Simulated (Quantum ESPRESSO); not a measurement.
# Kohn-Sham bands of MgS (rock salt)

```
MgS
1.0
    0.00000     2.60440     2.60440
    2.60440     0.00000     2.60440
    2.60440     2.60440     0.00000
Mg S
1 1
Direct
  0.00000   0.00000   0.00000
  0.50000   0.50000   0.50000
```

Materials Project entry mp-1315; symmetrised, unrelaxed at this level. COD (Crystallography Open Database) has an entry of this formula and space group (matched by these alone). Level: LDA, no spin polarisation, no spin-orbit coupling; pw.x of Quantum ESPRESSO at 68 Ry with PseudoDojo potentials, 10×10×10 k-points, Wannier90. Density: 10×10×10 mesh, cold smearing 0.01 Ry.

Energies are relative to the valence-band maximum; weights are on the orthonormalised atomic waves of the pseudopotential files, averaged over the group. 16 electrons a cell are treated as valence.

Into which isolated groups do the bands fall, where do they lie and what are they made of?


| bands | from (eV) | to (eV) | filling | weight on atomic waves |
|---|---|---|---|---|
| 1 | -74.12 | -74.12 | filled | Mg 2s 100 % |
| 2–4 | -41.51 | -41.50 | filled | Mg 2p 100 % |
| 5 | -12.63 | -10.89 | filled | S 3s 88 %, Mg 3s 11 % |
| 6–8 | -4.89 | 0.00 | filled | S 3p 90 %, Mg 3s 6 % |

The Kohn-Sham gap over both meshes and the path is 2.55 eV.
